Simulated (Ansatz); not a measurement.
A plane-wave DFT run in Ansatz 0.2.0 (scalar-relativistic PAW potentials unless the input names others): input and command.

```yaml
crystal:
  lattice:
    - [3.2931327086, 0.0, 0.0]
    - [-1.6465663543, 2.8519365836, 0.0]
    - [0.0, 0.0, 9.7605919008]
  atoms:
    - { symbol: Ag, position: [0.3333333333, 0.6666666667, 0.643992] }
    - { symbol: Ag, position: [0.6666666667, 0.3333333333, 0.356008] }
    - { symbol: H, position: [0.3333333333, 0.6666666667, 0.44163] }
    - { symbol: H, position: [0.6666666667, 0.3333333333, 0.55837] }
    - { symbol: Br, position: [0.3333333333, 0.6666666667, 0.168813] }
    - { symbol: Br, position: [0.6666666667, 0.3333333333, 0.831187] }
basis:
  ecutwfc: 420
kpoints:
  mp_grid: { grid: [12, 12, 4] }
hamiltonian:
  xc: pbesol
  dispersion: d3bj
scf:
  occupations: { method: gaussian, width: 0.1 }
  mixing: { algorithm: anderson, beta: 0.5, ndim: 16 }
output:
  forces: true
  eigenvalues: true
  stress: true
```

```bash
ansatz run input.yaml --threads 1 --pin off --max-ram 1331MiB --backend cpu --events-out ev --progress --plain --runs-dir out
```

Abridged log:
```
Basis set: ecut = 420 eV, 1809 PW (Γ), exchange–correlation on 48×48×144 points (8 copies of the dense FFT grid, shifted against one another)
Bands: 33, of which v1, the nominal top of the filled ones, is band 27 counted from 1 (26 counted from 0)
Symmetry: 12 space group operations
k-points: 69 of 576
SCF iter   1: F=—  HF=-20548.300889 eV  |F-HF|=—  |Δ(HF+E_count)|=         —  Δρ=1.72e-2  dr2=1.01e0  ethr=1.77e-3  ⟨swp⟩=6.4  Hψ=9831  notcnv=0  defer=3
SCF iter   2: F=—  HF=-20548.193223 eV  |F-HF|=—  |Δ(HF+E_count)|=   1.08e-1  Δρ=7.61e-3  dr2=1.37e-1  ethr=1.77e-3  ⟨swp⟩=1.2  Hψ=2845  notcnv=0  defer=42  κ⁻¹=1.0e0(r=1)
SCF iter   3: F=—  HF=-20548.176533 eV  |F-HF|=—  |Δ(HF+E_count)|=   1.67e-2  Δρ=2.10e-3  dr2=3.06e-3  ethr=2.53e-4  ⟨swp⟩=2.1  Hψ=3176  notcnv=0  defer=86  κ⁻¹=2.2e-3(r=2)
SCF iter   4: F=—  HF=-20548.176141 eV  |F-HF|=—  |Δ(HF+E_count)|=   3.92e-4  Δρ=1.22e-3  dr2=1.20e-3  ethr=5.66e-6  ⟨swp⟩=2.4  Hψ=3512  notcnv=0  defer=86  κ⁻¹=6.1e-4(r=3)
SCF iter   5: F=—  HF=-20548.175938 eV  |F-HF|=—  |Δ(HF+E_count)|=   2.03e-4  Δρ=3.98e-4  dr2=1.32e-4  ethr=2.22e-6  ⟨swp⟩=2.0  Hψ=2478  notcnv=0  defer=86  κ⁻¹=4.2e-5(r=4)
SCF iter   6: F=—  HF=-20548.175917 eV  |F-HF|=—  |Δ(HF+E_count)|=   2.03e-5  Δρ=1.14e-4  dr2=1.51e-5  ethr=2.44e-7  ⟨swp⟩=2.0  Hψ=3279  notcnv=0  defer=86  κ⁻¹=1.6e-6(r=5)
SCF iter   7: F=—  HF=-20548.175905 eV  |F-HF|=—  |Δ(HF+E_count)|=   1.21e-5  Δρ=4.70e-5  dr2=4.08e-6  ethr=2.79e-8  ⟨swp⟩=2.1  Hψ=3511  notcnv=0  defer=87  κ⁻¹=1.1e-7(r=6)
SCF iter   8: F=—  HF=-20548.175905 eV  |F-HF|=—  |Δ(HF+E_count)|=   5.15e-7  Δρ=2.25e-5  dr2=6.63e-7  ethr=7.56e-9  ⟨swp⟩=2.6  Hψ=4158  notcnv=0  defer=87  κ⁻¹=7.1e-8(r=7)
SCF iter   9: F=-20548.175905 eV  HF=-20548.175905 eV  |F-HF|=8.34e-9  |Δ(HF+E_count)|=   1.54e-7  Δρ=4.02e-6  dr2=1.74e-8  ethr=1.85e-10  ⟨swp⟩=9.8  Hψ=11713  notcnv=0
SCF 1 converged in 9 iterations: F = -20548.175905 eV  dr2 = 1.74e-8
SCF converged after 9 iterations
Stability not checked: this state was not tested for a lower state beside it, because the mixer in use, unlike msr1, does not test its closes by its own steps (another_mixer; see scf.mixing.algorithm and scf.lower_state_search)
Free energy (F): -20548.175905 eV
Harris-Foulkes:  -20548.175905 eV  (|F-HF|=8.34e-9)
Internal energy: -20548.161233 eV  (E = F + TS)
E sigma→0 (E₀):  -20548.168569 eV
Entropy (-TS):   -0.014672 eV (-2.445 meV/atom)
Fermi energy:    9.534100 eV
  E_disp       = -1.510040  (pairwise vdW)
--- Forces (eV/Å), atoms counted from 1 ---
  atom   1  Ag     0.00000000     0.00000000    -1.86523702
  atom   2  Ag     0.00000000     0.00000000     1.86523702
  atom   3  H      0.00000000     0.00000000     0.50688069
  atom   4  H      0.00000000     0.00000000    -0.50688069
  atom   5  Br     0.00000000     0.00000000    -1.22880007
  atom   6  Br     0.00000000     0.00000000     1.22880007
--- Stress (GPa, compression-positive) ---
        8.445561       0.000000       0.000000
        0.000000       8.445561       0.000000
        0.000000       0.000000       0.485269
  P = ⅓ Tr σ = 5.7921 GPa (57.921 kbar)
```

Apart from outputs and empty bands, the input differs from a reference run on usual settings in scf.mixing.algorithm: not typed → "anderson"; scf.mixing.beta: not typed → 0.5; scf.mixing.ndim: not typed → 16; hamiltonian.dispersion: not typed → "d3bj". The reference, at the same geometry (not necessarily relaxed), gave pressure 8.51 GPa, largest force 1.848 eV/Å, no gap on the mesh. This run converged in 9 SCF iterations (reference: 8) with an energy at zero smearing 252 meV/atom below the reference's (the Hamiltonian itself differs), pressure 5.79 GPa, largest force 1.865 eV/Å, no gap on the mesh.